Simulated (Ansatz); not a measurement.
What moves the field gradients of Ca2Al9Ir3?

Cell of run 1: a refined structure from the COD, atoms as given.

Space group Cmcm (No. 63); a = 12.9550, b = 7.5834, c = 9.6175 Å.

| site | Wyckoff | site symmetry | x | y | z |
| --- | --- | --- | --- | --- | --- |
| Ca | 8g | ..m | 0.3388 | 0.3330 | 0.2500 |
| Al5 | 16h | 1 | 0.6670 | 0.6680 | 0.0696 |
| Al13 | 8g | ..m | 0.6062 | 0.9409 | 0.2500 |
| Al17 | 8f | m.. | 0.5000 | 0.8352 | 0.5453 |
| Al21 | 4c | m2m | 0.5000 | 0.6295 | 0.2500 |
| Ir23 | 8e | 2.. | 0.3288 | 0.0000 | 0.0000 |
| Ir27 | 4a | 2/m.. | 0.0000 | 0.0000 | 0.0000 |

One atom of each set is listed; the run and its k-mesh use a cell of 28 atoms with edges of 7.51, 7.51, 9.62 Å.

Relaxed positions (PBE, cell held):

Ca (0.3387, 0.3334, 0.2500)
Al5 (0.6668, 0.6685, 0.0711)
Al13 (0.6055, 0.9422, 0.2500)
Al17 (0.5000, 0.8341, 0.5471)
Al21 (0.5000, 0.6306, 0.2500)
Ir23 (0.3285, 0.0000, 0.0000)
Ir27 (0.0000, 0.0000, 0.0000)

All runs are DFT with Ansatz 0.2.0 (plane waves and PAW, scalar-relativistic unless spin–orbit coupling is named, Γ-centred meshes, Fermi–Dirac smearing where given) in this cell.

Run 1: PBE, atoms as given; 420 eV, 5×5×4 k-points, smearing 0.05 eV.
Run 2: PBE, atoms relaxed; 420 eV, 5×5×4 k-points, smearing 0.05 eV.
Run 3: r2SCAN, at the relaxed atoms; 500 eV, 5×5×4 k-points, smearing 0.05 eV.

```
run  Al17 V_zz (η)  Al21 V_zz (η)  Ir23 V_zz (η)  Ir27 V_zz (η)
  1    4.52 (0.04)   -2.01 (0.82)    3.42 (0.53)   -8.14 (0.47)
```

The results of the other runs, out of order. V_zz in 10²¹ V/m²; 4 of the 7 sets of like atoms are followed.

```json
{"result": "A", "Al17 V_zz (η)": "4.38 (0.03)", "Al21 V_zz (η)": "-1.96 (0.78)", "Ir23 V_zz (η)": "3.52 (0.74)", "Ir27 V_zz (η)": "-8.06 (0.56)"}
{"result": "B", "Al17 V_zz (η)": "4.43 (0.02)", "Al21 V_zz (η)": "-1.90 (0.87)", "Ir23 V_zz (η)": "3.96 (0.98)", "Ir27 V_zz (η)": "-8.72 (0.77)"}
```

(1) Which result belongs to which run?

Results:

(1) A is run 2, B is run 3. Taken one at a time, the functional (r2SCAN with its higher cutoff) moves the tensors on these sites by up to 1.40 (largest principal value of the change, on Ir27), the positions of the atoms (as given or relaxed) by 0.53 (Ir27).

Leaving out spin–orbit coupling shifts gradients on Ir by a few per cent in wide-gap crystals, and can shift them far more where the calculated gap is small or absent, as here. With these PAW files V_zz is typically within 2 to 3 % of all-electron values, but misses above 10 % occur on Al. In runs 1, 2, 3 there is no gap above 0.1 eV, so the gradients can move by 10 % or more with the k-mesh.
